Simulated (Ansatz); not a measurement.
**TaCuN₂: a fit and a missing row**

TaCuN₂, R-3m, a = 3.122 Å, c = 17.343 Å. The structure is a COD entry; whether it is the stable form wasn't checked. Ansatz: PBEsol, PAW, 420 eV, Γ-centred 12×12×12 mesh on 4 atoms, Gaussian smearing 0.02 eV; no spin polarisation. Shape and atoms are relaxed at each volume; pressure is positive in compression.

| V (Å³/atom) | P (GPa) |
| --- | --- |
| 11.464 | 15.19 |
| 11.830 | 7.02 |
| 12.196 | 0.00 |
| 12.561 | ? |
| 12.927 | -11.22 |

Task: Take V0 = 12.196 Å³/atom, fit the third-order Birch–Murnaghan form to the other rows, and predict the missing pressure.

Result: With the Eulerian strain f = ½[(V0/V)^(2/3) − 1] and y = P/[3f(1 + 2f)^(5/2)], the form is the line y = B0 + 1.5 B0 (B0′ − 4) f. Rows (f, y): 0.02106, 216.9; 0.01026, 216.8; -0.01903, 216.6. Means f = 0.004097, y = 216.77; Σ(Δf)² = 0.0008606, ΣΔfΔy = 0.006322; the slope is their ratio. y = 216.7 + 7.346 f GPa, so B0 = 216.7 GPa and B0′ = 4 + 2 × (7.346)/(3 × 216.7) = 4.02. At V = 12.561, f = -0.00973, y = 216.63 and P = -6.02 GPa. The run gave -6.04 GPa, so the fit is 0.02 GPa too high, a small miss on the scale of the series.

Spin–orbit coupling is left out, which can shift energies with elements as heavy as these.